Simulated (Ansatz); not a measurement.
SrO:
```yaml
crystal:
  lattice:
    - [0.00000, 2.59745, 2.59745]
    - [2.59745, 0.00000, 2.59745]
    - [2.59745, 2.59745, 0.00000]
  atoms:
    - { symbol: Sr, position: [0.50000, 0.50000, 0.50000] }
    - { symbol: O, position: [0.00000, 0.00000, 0.00000] }
```

PBE (plane waves, PAW; program Ansatz) gives a gap of 3.33 eV without spin–orbit coupling, maximum at Γ, minimum at X.

Q: What happens when spin–orbit coupling is switched on?

A: The gap drops by 0.02 eV, to 3.31 eV; maximum at Γ, minimum at X.

Q: How large is the spin–orbit splitting of the valence top at Γ?

A: The fourfold level lies 0.06 eV above the split-off pair.

Q: Give the electron effective mass with spin–orbit coupling.

A: 0.41, 0.41, 1.2 mₑ (principal values).

Q: Give the hole effective mass with spin–orbit coupling, band 1 of 2 at the edge.

A: 4.3 along [100], 1.7 along [110], 1.3 along [111] (mₑ).

Q: Give the hole effective mass with spin–orbit coupling, band 2 of 2 at the edge.

A: 0.47 along [100], 0.56 along [110], 0.62 along [111] (mₑ).

Space group Fm-3m (rock salt). The PBE relaxation kept the symmetry of its start.

Potentials: the later of the program's two PAW sets.
